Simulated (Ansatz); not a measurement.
LaSe (rock salt, Fm-3m) at seven volumes, PBEsol in the plane-wave PAW code Ansatz, scaled uniformly. One row is withheld.

```tsv
V (Å³/atom)	P (GPa)
24.803	9.02
25.621	5.50
26.439	2.52
27.256	0.00
28.074	?
28.892	-3.94
29.710	-5.47
```

Fit the shown pressures and predict the withheld one.

P = (3/2)B₀(x^(7/2) − x^(5/2))[1 + (3/4)(B′ − 4)(x − 1)] with x = (V₀/V)^(2/3). Least squares on the six rows gives V₀ = 27.257 Å³/atom, B₀ = 77.2 GPa, B′ = 4.54. At V = 28.074, x = 0.9805 and P = -2.13 GPa. The run itself gave -2.14 GPa.

The workflow started from an entry of the Crystallography Open Database (COD). Its standing as an ambient phase is unchecked. The cell was relaxed with PBEsol under the symmetry of its start; whether a distortion lowers the energy is not shown. Scalar-relativistic: spin–orbit coupling is off unless named, which matters more the heavier the elements.

Potentials: the later of the program's two PAW sets.
